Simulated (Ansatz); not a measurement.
InCu (NiAs type, P6_3/mmc), PBEsol in the plane-wave PAW code Ansatz, all energies at zero smearing, with the estimated change up to a 700 eV cutoff added, with one set of potentials and settings (totals compare only within such a set). Cell of 4 atoms (2 In, 2 Cu): -24228.211 eV.

```json
[
 {"element": "In", "reference phase": "I4/mmm, 1 atoms in the cell", "E (eV/atom)": "-5525.4106"},
 {"element": "Cu", "reference phase": "Fm-3m, 1 atoms in the cell", "E (eV/atom)": "-6588.7768"}
]
```

Formation energy per atom, worked out: (-24228.211 − 2×(-5525.4106) − 2×(-6588.7768))/4 = 0.041 eV/atom (4 kJ per mol of atoms), at 0 K, without zero-point energy or fitted corrections.

The workflow started from a Materials Project entry (that database holds measured and hypothetical structures alike); the Crystallography Open Database copy checked does not list it. Its standing as an ambient phase is unchecked. The PBEsol relaxation kept the symmetry of its start; its stability against distortions is not shown here. The run is not spin-polarised. The references are the lowest solids computed at this level, not always the standard phases.

Potentials: the later of the program's two PAW sets.
